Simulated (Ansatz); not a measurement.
The start is a generated trial cell of Pt in the omega structure type. Cell shape, volume and atoms are optimised at zero target pressure with PBE (plane waves to 420 eV, PAW, scalar-relativistic; Ansatz, an electronic-structure program). The first steps use a coarse 9×9×12 k-mesh.

Initial structure:
```
Pt
1.0
    4.39530     0.00000     0.00000
   -2.19765     3.80644     0.00000
    0.00000     0.00000     2.67329
Pt
3
Direct
  0.00000   0.00000   0.00000
  0.33333   0.66667   0.50000
  0.66667   0.33333   0.50000
```

```json
{
 "initial_pressure": "+20.6 GPa (positive: the cell is compressed)",
 "outcome": "The space group stays P6/mmm (No. 191) (the run could not lower it), with 3 atoms in the primitive cell",
 "energy_released": "0.07 eV/atom",
 "volume_change": "+7.5 %, from 14.91 to 16.02 Å³/atom",
 "Shortest distances (start → end)": "The closest pairs of elements (up to four, under 3.6 Å), start → end: Pt–Pt 2.54 → 2.62 Å",
 "band_gap_at_the_end": "zero (metallic)",
 "optimiser_moves": "12"
}
```

It ends as:

Space group P6/mmm (No. 191); a = b = 4.531 Å, c = 2.704 Å, α = β = 90.00°, γ = 120.00°

```
atom  site  symmetry       x       y       z
----  ----  --------  ------  ------  ------
Pt      1a     6/mmm  0.0000  0.0000  0.0000
Pt      2d      -6m2  0.3333  0.6667  0.5000
```

Final values are on a 12×12×17 k-mesh of the relaxed cell. No spin polarisation in the result.

The run could not lower the symmetry of its start; a shaken copy of this end point relaxes with PBE to I4/mmm (No. 139), 0.14 eV/atom lower.

The relaxed structure here is a generated cell of Pt: the first start was made by placing the elements on the sites of a structure type, and the end was not matched to a known phase here, so it may be hypothetical. Known forms of Pt include space group No. 225.
